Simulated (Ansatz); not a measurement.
## Elastic constants of SnO at -0.6 GPa (stress–strain coefficients): input and output

All numbers below come from DFT HSE06, scalar-relativistic, plane waves, PAW (Ansatz 0.2.0).

Launched with:
```bash
ansatz run input.yaml --threads 4 --pin off --max-ram 12288MiB --backend cpu --events-out ev --progress --plain --runs-dir out
```

Input (bare energies are in eV):
```yaml
crystal:
  lattice:
    - [0.0, 2.7196, 2.7196]
    - [2.7196, 0.0, 2.7196]
    - [2.7196, 2.7196, 0.0]
  atoms:
    - { symbol: Sn, position: [0.0, 0.0, 0.0] }
    - { symbol: O, position: [0.25, 0.25, 0.25] }
basis:
  ecutwfc: 420
kpoints:
  mp_grid: { grid: [10, 10, 10] }
hamiltonian:
  xc: hse06
scf:
  occupations: { method: fermi_dirac, width: 0.15 }
output:
  forces: true
  stress: true
  eigenvalues: true
elastic:
  mode: relaxed_ion
  amplitude: 0.005
```

From the output:
```
--- Elastic constants: 2 strain directions × 4 members + reference (group order 24) ---
  dense FFT box of the reference and of every strained cell: 27×27×27
  strains applied: 11, 23; error gains: componentwise 1.00 (the most a stress slope's error grows in a printed constant), spectral 1.73 (1 for all six strains in a standard setting)
  C = ∂σ_k/∂η_j (tension-positive GPa; Voigt order 11 22 33 23 13 12):
        62.544     59.044     59.044      0.000      0.000      0.000
        59.044     62.544     59.044      0.000      0.000     -0.000
        59.044     59.044     62.544      0.000     -0.000     -0.000
        -0.000     -0.000     -0.000    -45.687     -0.000      0.000
         0.000      0.000      0.000      0.000    -45.687      0.000
        -0.000      0.000     -0.000     -0.000      0.000    -45.687
  reference stress σ⁰ (GPa):      0.635      0.635      0.635     -0.000      0.000      0.000
  C* (energy form; C + prestress term) asymmetry max|C*_kj − C*_jk| = 7.105e-15 GPa — a small one proves nothing (zero by symmetry where the batch's group is 432, −43m or m−3m); a large one is finite-difference/SCF noise where every solve ...
  moduli (Voigt/Reuss/Hill, GPa): K = 60.21/60.21/60.21   G = -26.71/4.64/-11.04   E = -35.26   ν = 0.598
  mechanically stable: NO (min eigenvalue of sym C = -45.69 GPa)
  strain η (Voigt 11):  stress-route row diagonal C_11 = 62.54 GPa, energy-path curvature d²(F+E_count+ΔE)/dδ²/Ω₀ = 62.61 GPa
    cells at ±δ against ±2δ: C11 62.56 and 62.62 GPa, apart by 0.09 % of the column's largest entry
         δ    σ_11 (GPa) F (eV) n_scf n_hpsi n_pw
    -1.000e-2       0.0082       -6594.1823115      33  131364    797   relax 0 steps, max|allowed force component| 3.33e-16 eV/Å
    -5.000e-3       0.3218       -6594.1820972      33  130778    801   relax 0 steps, max|allowed force component| 3.33e-16 eV/Å
     5.000e-3       0.9474       -6594.1805417      35  139756    804   relax 0 steps, max|allowed force component| 3.33e-16 eV/Å
     1.000e-2       1.2605       -6594.1791312      35  139764    809   relax 0 steps, max|allowed force component| 3.33e-16 eV/Å
  strain η (Voigt 23):  stress-route row diagonal C_44 = -45.69 GPa, energy-path curvature d²(F+E_count+ΔE)/dδ²/Ω₀ = -45.93 GPa
    cells at ±δ against ±2δ: C44 -45.59 and -45.30 GPa, apart by 0.64 % of the column's largest entry
         δ    σ_23 (GPa) F (eV) n_scf n_hpsi n_pw
    -1.000e-2       0.4530       -6594.1820891       2   16906    801   relax 3 steps, max|allowed force component| 3.82e-5 eV/Å
    -5.000e-3       0.2279       -6594.1816546       2   16401    801   relax 3 steps, max|allowed force component| 4.46e-8 eV/Å
     5.000e-3      -0.2279       -6594.1816546       2   17358    801   relax 2 steps, max|allowed force component| 3.99e-6 eV/Å
     1.000e-2      -0.4530       -6594.1820891       2   15859    801   relax 3 steps, max|allowed force component| 9.69e-7 eV/Å
```

It took 13 min on 4 threads of Intel(R) Xeon(R) 6975P-C (Granite Rapids), with other jobs on the host, peak memory 5.7 GiB.

The cell is the ideal cubic zincblende prototype; this isn't the usual structure of the compound. In a metal, frequencies and elastic constants depend on the k mesh and the smearing, soft modes and shear constants most. Spin–orbit coupling is left out, which matters for heavy elements. A semilocal functional can close a gap that the real compound has.

As the tensor has a negative eigenvalue, the Reuss and Hill moduli of a polycrystal, and E and ν formed from them, have no physical meaning here.